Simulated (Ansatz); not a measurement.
Given:

TiSi2 (C49 type, space group Cmcm)

```yaml
crystal:
  lattice:
    - [1.77297, -6.78252, 0.00000]
    - [1.77297, 6.78252, 0.00000]
    - [0.00000, 0.00000, 3.57969]
  atoms:
    - { symbol: Si, position: [0.94084, 0.05916, 0.75000] }
    - { symbol: Si, position: [0.05916, 0.94084, 0.25000] }
    - { symbol: Si, position: [0.25028, 0.74972, 0.75000] }
    - { symbol: Si, position: [0.74972, 0.25028, 0.25000] }
    - { symbol: Ti, position: [0.60320, 0.39680, 0.75000] }
    - { symbol: Ti, position: [0.39680, 0.60320, 0.25000] }
```

Scan: atom 2 (Si, nearest neighbour Si at 2.404 Å; its periodic images, 3.5 Å or more away, move with it) is displaced along Cartesian [111], direction (0.577, 0.577, 0.577) in Cartesian axes, by s. The other atoms stay.

Level of theory: PBE (plane waves to 420 eV, PAW, scalar-relativistic; Ansatz, a program for electronic structure). k mesh 11×11×11 (Γ-centred), Fermi-Dirac smearing 0.05 eV. The energy includes the smearing's −TS. With partly filled bands, energies and forces of such displacements shift with the k mesh and the smearing. The PAW data are Ansatz's earlier set. This is one of several known forms of TiSi2; the measured ambient cells at hand have space group No. 70. TiSi2 is run without spin polarisation. TiSi2 was relaxed with its symmetry unable to fall. The zero of ΔE is the undisplaced structure.

The scan covers s from -0.240 to 0.240 Å in 11 points.

Problem. Is this a single well or a double well?

Solution. A single well with its minimum at or next to zero displacement.

Problem. Is the energy the same for displacements of ±0.240 Å, and if not, which side lies higher?

Solution. Not even: the positive side lies higher at ±0.240 Å. With its periodic images moving along, the atom's site symmetry in this cell is mm2.

Problem. What is the force constant k = d²E/ds² of this move at s = 0?

Solution. 10.1 eV/Å².

(For displaced atoms, the force is minus the slope of the energy, and its curvature is a force constant, which sets phonon frequencies.)
